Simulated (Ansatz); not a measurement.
Pt (fcc, Cu type)

```
CELL_PARAMETERS angstrom
      0.00000     1.98513     1.98513
      1.98513     0.00000     1.98513
      1.98513     1.98513     0.00000
ATOMIC_POSITIONS crystal
  Pt 0.00000 0.00000 0.00000
```

The slice is a {111} plane (indices of the conventional cell) through the point (0.000, 0.000, 0.000) (fractional), spanned by u = [100] and v = [-1 2 0] in vectors of this cell: u (2.81 Å) and v (4.86 Å, at 90° to u). It covers one period; positions are fractions (u, v).

The numbers are results of PBE (plane waves to 420 eV, PAW, scalar-relativistic; Ansatz, a quantum-chemistry and plane-wave program), not measurements. k mesh 20×20×20. These are valence fields of a PAW run, semicore shells included where kept as valence: close to a nucleus they are smooth pseudo fields. Pt is run without spin polarisation. Pt was relaxed with its symmetry unable to fall. Spin-orbit coupling is left out, though Pt is heavy.

Problem. What is the valence density on the shortest Pt–Pt line in this plane (2.81 Å), at its midpoint?

Solution. 0.36 e/Å³.

Problem. Predict the map of the electrostatic potential energy of an electron, from the cell's mean on the slice.

Solution. 
| v \ u | 0.00 | 0.12 | 0.25 | 0.38 | 0.50 | 0.62 | 0.75 | 0.88 |
|---|---|---|---|---|---|---|---|---|
| 0.93 | x | x | x | 6.1 | 11.5 | 6.2 | x | x |
| 0.86 | x | x | x | 10.3 | 12.9 | 10.3 | x | x |
| 0.79 | <4.0 | 5.7 | 9.6 | 11.6 | 12.1 | 11.7 | 9.6 | 5.7 |
| 0.71 | 12.1 | 11.6 | 9.6 | 5.7 | <4.0 | 5.7 | 9.6 | 11.7 |
| 0.64 | 12.9 | 10.3 | x | x | x | x | x | 10.3 |
| 0.57 | 11.5 | 6.1 | x | x | x | x | x | 6.2 |
| 0.50 | 10.7 | <4.0 | x | x | x | x | x | <4.0 |
| 0.43 | 11.5 | 6.2 | x | x | x | x | x | 6.1 |
| 0.36 | 12.9 | 10.3 | x | x | x | x | x | 10.3 |
| 0.29 | 12.1 | 11.7 | 9.6 | 5.7 | <4.0 | 5.7 | 9.6 | 11.6 |
| 0.21 | <4.0 | 5.7 | 9.6 | 11.7 | 12.1 | 11.6 | 9.6 | 5.7 |
| 0.14 | x | x | x | 10.3 | 12.9 | 10.3 | x | x |
| 0.07 | x | x | x | 6.2 | 11.5 | 6.1 | x | x |
| 0.00 | x | x | x | <4.0 | 10.7 | <4.0 | x | x |

Values: electrostatic potential energy of an electron, from the cell's mean, in eV. Points within 1 Å of a nucleus are blanked (x), as the pseudised field means little there. Values under 4 eV are set to 4. The zero, the cell's mean, hangs on the PAW cores.
